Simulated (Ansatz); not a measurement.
# Elastic constants of TiCd: input and output

These are results of Ansatz 0.2.0, DFT LDA, scalar-relativistic, plane waves, PAW, not measurements.

Launched with:
```bash
ansatz run input.yaml --threads 1 --pin off --max-ram 3072MiB --backend cpu --events-out ev --progress --plain --runs-dir out
```

Input (bare energies are in eV):
```yaml
crystal:
  lattice:
    - [2.8285718668, 0.0, 0.0]
    - [0.0, 2.8285718668, 0.0]
    - [0.0, 0.0, 8.7544283389]
  atoms:
    - { symbol: Ti, position: [0.0, 0.5, 0.6113778688] }
    - { symbol: Ti, position: [0.5, 0.0, 0.3886221312] }
    - { symbol: Cd, position: [0.0, 0.5, 0.1328780991] }
    - { symbol: Cd, position: [0.5, 0.0, 0.8671219009] }
basis:
  ecutwfc: 420
kpoints:
  mp_grid: { grid: [14, 14, 6] }
hamiltonian:
  xc: lda
scf:
  occupations: { method: fermi_dirac, width: 0.15 }
output:
  forces: true
  stress: true
  eigenvalues: true
elastic:
  mode: relaxed_ion
  amplitude: 0.005
  stencil: two_point
```

From the output:
```
--- Elastic constants: 4 strain directions × 2 members + reference (group order 16) ---
  dense FFT box of the reference and of every strained cell: 20×20×60
  strains applied: 11, 33, 23, 12; error gains: componentwise 1.00 (the most a stress slope's error grows in a printed constant), spectral 1.41 (1 for all six strains in a standard setting)
  reference relaxed by the batch: 3 steps; max|allowed force component| 1.63e-4 eV/Å at the deck's positions, 6.39e-6 at the last accepted step, 6.39e-6 by the solve of record
  largest displacement 1.2e-5 Å; the constants are those of the deck's cell at these positions:
  atoms:
    - { symbol: Ti, position: [-1.7288075854876194e-36, 0.5, 0.6113764422094401] }
    - { symbol: Ti, position: [0.5, -4.6544819609282066e-37, 0.38862355779055996] }
    - { symbol: Cd, position: [1.9947779832549455e-36, 0.5, 0.13287803542503365] }
    - { symbol: Cd, position: [0.5, 6.649259944183152e-38, 0.8671219645749663] }
  C = ∂σ_k/∂η_j (tension-positive GPa; Voigt order 11 22 33 23 13 12):
       196.835     44.058     81.667      0.000      0.000     -0.000
        44.058    196.835     81.667      0.000      0.000     -0.000
        81.647     81.647    144.627      0.000      0.000     -0.000
         0.000      0.000      0.000     55.657      0.000      0.000
         0.000      0.000      0.000      0.000     55.657      0.000
        -0.000     -0.000      0.000      0.000      0.000      1.808
  reference stress σ⁰ (GPa):     -0.001     -0.001      0.003     -0.000     -0.000     -0.000
  C* (energy form; C + prestress term) asymmetry max|C*_kj − C*_jk| = 1.673e-2 GPa — a small one proves nothing (zero by symmetry where the batch's group is 432, −43m or m−3m); a large one is finite-difference/SCF noise where every solve ...
  moduli (Voigt/Reuss/Hill, GPa): K = 105.89/105.66/105.78   G = 44.69/7.92/26.30   E = 72.87   ν = 0.385
  mechanically stable: yes (min eigenvalue of sym C = 1.81 GPa)
  the stresses are not corrected for the forces that the relaxations left standing (`elastic.f_tol`)
  strain η (Voigt 11):  stress-route row diagonal C_11 = 196.84 GPa, energy-path curvature d²(F+E_count+ΔE)/dδ²/Ω₀ = 196.81 GPa
         δ    σ_11 (GPa) F (eV) n_scf n_hpsi n_pw
    -5.000e-3      -1.0066      -21136.8890468       6  110366   1382   relax 4 steps, max|allowed force component| 1.30e-6 eV/Å
     5.000e-3       0.9617      -21136.8890790       6  110233   1394   relax 3 steps, max|allowed force component| 9.65e-7 eV/Å
  strain η (Voigt 33):  stress-route row diagonal C_33 = 144.63 GPa, energy-path curvature d²(F+E_count+ΔE)/dδ²/Ω₀ = 144.63 GPa
         δ    σ_33 (GPa) F (eV) n_scf n_hpsi n_pw
    -5.000e-3      -0.7277      -21136.8893518       6   62107   1382   relax 4 steps, max|allowed force component| 5.76e-6 eV/Å
     5.000e-3       0.7186      -21136.8893461       6   62101   1394   relax 3 steps, max|allowed force component| 2.59e-5 eV/Å
  strain η (Voigt 23):  stress-route row diagonal C_44 = 55.66 GPa, energy-path curvature d²(F+E_count+ΔE)/dδ²/Ω₀ = 55.66 GPa
         δ    σ_23 (GPa) F (eV) n_scf n_hpsi n_pw
    -5.000e-3      -0.2783      -21136.8898343       6  151690   1386   relax 4 steps, max|allowed force component| 2.93e-5 eV/Å
     5.000e-3       0.2783      -21136.8898343       6  151699   1386   relax 4 steps, max|allowed force component| 2.33e-5 eV/Å
  strain η (Voigt 12):  stress-route row diagonal C_66 = 1.81 GPa, energy-path curvature d²(F+E_count+ΔE)/dδ²/Ω₀ = 1.80 GPa
         δ    σ_12 (GPa) F (eV) n_scf n_hpsi n_pw
    -5.000e-3      -0.0090      -21136.8901289       6   98297   1388   relax 3 steps, max|allowed force component| 2.76e-6 eV/Å
     5.000e-3       0.0090      -21136.8901289       6   98265   1388   relax 3 steps, max|allowed force component| 2.64e-5 eV/Å
```

The run took 23 min on 1 thread of Arm Neoverse V1, on a shared host, peak memory 1 GiB.

In a metal, frequencies and elastic constants depend on the k mesh and the smearing, soft modes and shear constants most.

The least eigenvalue is 1.8 GPa; in a metal on this mesh the verdict on stability isn't firm within about 20 GPa or a tenth of the bulk modulus.